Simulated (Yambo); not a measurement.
Yambo input for SrCl$_{2}$ (fluorite, space group Fm-3m, No. 225) under isotropic strain of -3 % on all lattice vectors (a = 4.737 Å, b = 4.737 Å, c = 4.737 Å, α = 60.00°, β = 60.00°, γ = 60.00°), on PBEsol (pw.x of Quantum ESPRESSO, ONCV potentials, no spin-orbit coupling) wavefunctions on a 8×8×8 mesh:

```
optics
chi
dipoles
kernel
FFTGvecs= 40 Ry
Chimod= "HARTREE"
NGsBlkXd= 4 Ry
% QpntsRXd
 1 | 1 |
%
% BndsRnXd
 1 | 61 |
%
GrFnTpXd= "R"
% EnRngeXd
 0.0 | 20.0 | eV
%
% DmRngeXd
 0.2 | 0.2 | eV
%
CGrdSpXd= 50
ETStpsXd= 161
% LongDrXd
 1.0 | 0.0 | 0.0 |
%
```

First lines of the file o-*.eps_q1_inv_rpa_dyson:

```
Absorption @ Q(1):   1.00000000     0.00000000     0.00000000    [q->0 direction]
#
# [ X ] Hartree size     :   89
# [GEN] GF Energies     : Perdew, Burke & Ernzerhof SOL(X)+Perdew, Burke & Ernzerhof SOL(C)
# [GEN] Green`s Function     : Retarded
#
# [GEN] Gauge     : Length
# [GEN] [r,Vnl] included     : yes
#
#    E[1] [eV]     Im(eps)     Re(eps)     Im(eps_o)     Re(eps_o)
#
     0.000000     -0.880348E-7     2.996624     0.44494E-17     3.522943
     0.125000     0.001075     2.996959     0.001431     3.523389
     0.250000     0.002152     2.997965     0.002865     3.524728
     0.375000     0.003236     2.999645     0.004308     3.526964
     0.500000     0.004328     3.002002     0.005762     3.530103
     0.625000     0.005432     3.005045     0.007233     3.534153
     0.750000     0.006551     3.008780     0.008723     3.539126
     0.875000     0.007689     3.013218     0.010238     3.545036
     1.000000     0.008847     3.018372     0.011782     3.551898
     1.125000     0.010031     3.024256     0.013359     3.559734
     1.250000     0.011244     3.030887     0.014976     3.568564
     1.375000     0.012490     3.038283     0.016637     3.578416
     1.500000     0.013773     3.046467     0.018349     3.589317
     1.625000     0.015098     3.055463     0.020116     3.601303
     1.750000     0.016470     3.065299     0.021947     3.614408
     1.875000     0.017895     3.076006     0.023849     3.628676
     2.000000     0.019378     3.087617     0.025830     3.644152
     2.125000     0.020926     3.100172     0.027898     3.660888
     2.250000     0.022547     3.113712     0.030064     3.678941
     2.375000     0.024248     3.128286     0.032339     3.698374
     2.500000     0.026039     3.143945     0.034735     3.719260
     2.625000     0.027930     3.160749     0.037265     3.741677
     2.750000     0.029933     3.178762     0.039946     3.765712
     2.875000     0.032061     3.198058     0.042794     3.791464
     3.000000     0.034328     3.218718     0.045831     3.819042
     3.125000     0.036752     3.240833     0.049078     3.848570
     3.250000     0.039353     3.264506     0.052564     3.880185
     3.375000     0.042153     3.289852     0.056317     3.914043
     3.500000     0.045179     3.317001     0.060375     3.950319
     3.625000     0.048463     3.346103     0.064779     3.989212
     3.750000     0.052043     3.377325     0.069580     4.030950
     3.875000     0.055962     3.410862     0.074836     4.075792
     4.000000     0.060276     3.446936     0.080621     4.124038
```
(The file goes on to the top of the energy range.) Convergence of the RPA response with its 8×8×8 mesh was not tested.

Geometry strained from the cell relaxed with PBEsol, atoms relaxed again.
